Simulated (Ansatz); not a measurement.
A relaxed cell of Zn (P6₃/mmc (No. 194)), relaxed on a k-mesh at least as fine as the one used below. Method: r2SCAN (plane waves to 500 eV, PAW, scalar-relativistic; Ansatz, an electronic-structure program). Γ-centred k-mesh 7×13×4 on the run's cell (coarser than for final values), Fermi–Dirac smearing 0.05 eV.

```xyz
8
Lattice="5.5336 0.0000 0.0000 -1.3834 2.3961 0.0000 0.0000 0.0000 8.5704" Properties=species:S:1:pos:R:3 pbc="T T T"
Zn     0.0000     0.0000     0.0000
Zn     2.7668     0.0000     0.0000
Zn     0.0000     0.0000     4.2852
Zn     2.7668     0.0000     4.2852
Zn     0.0000     1.5974     2.1426
Zn     2.7668     1.5974     2.1426
Zn     1.3834     0.7987     6.4278
Zn     4.1502     0.7987     6.4278
```

Every atom was then displaced, and the forces became (eV/Å):

```json
[
 {"atom": "Zn1", "Fx": "0.18", "Fy": "0.72", "Fz": "0.64"},
 {"atom": "Zn2", "Fx": "-0.04", "Fy": "-0.28", "Fz": "-0.38"},
 {"atom": "Zn3", "Fx": "0.39", "Fy": "0.35", "Fz": "-0.36"},
 {"atom": "Zn4", "Fx": "-0.09", "Fy": "-0.53", "Fz": "-0.92"},
 {"atom": "Zn5", "Fx": "-0.61", "Fy": "-0.22", "Fz": "0.10"},
 {"atom": "Zn6", "Fx": "0.49", "Fy": "0.25", "Fz": "0.54"},
 {"atom": "Zn7", "Fx": "-1.07", "Fy": "-0.12", "Fz": "0.60"},
 {"atom": "Zn8", "Fx": "0.74", "Fy": "-0.16", "Fz": "-0.23"}
]
```

Question: Which atom was moved farthest relative to the others, and in which direction?

Answer: Zn1, by (0.02, -0.20, -0.11) Å (0.23 Å, mean shift removed); the next is Zn7 with 0.18 Å. Its force makes an angle of 159° with its move.

All displacements (Å):

```tsv
atom	ux	uy	uz
Zn1	0.057	-0.207	-0.091
Zn2	-0.039	0.021	0.055
Zn3	-0.046	-0.029	0.079
Zn4	0.020	0.156	0.103
Zn5	0.197	-0.073	0.048
Zn6	-0.007	-0.016	-0.077
Zn7	0.210	0.043	-0.041
Zn8	-0.063	0.083	0.044
```

Question: Estimate the energy cost of the displacement in the harmonic approximation and compare with the calculation.

Answer: For a harmonic well ΔE = −½ Σ F·u = 0.465 eV a cell, or 58 meV/atom. The calculated energy relative to the undisplaced cell is +0.06 eV/atom, so the harmonic estimate holds well.

No spin polarisation in the result.

The run that gave the undisplaced cell could not lose the symmetry of its start, so the end can be a saddle point.

The relaxed structure here is a generated cell of Zn: the first start was made by placing the elements on the sites of a structure type, and the end was not matched to a known phase here, so it may be hypothetical. A known form of Zn has the same space group but another cell.
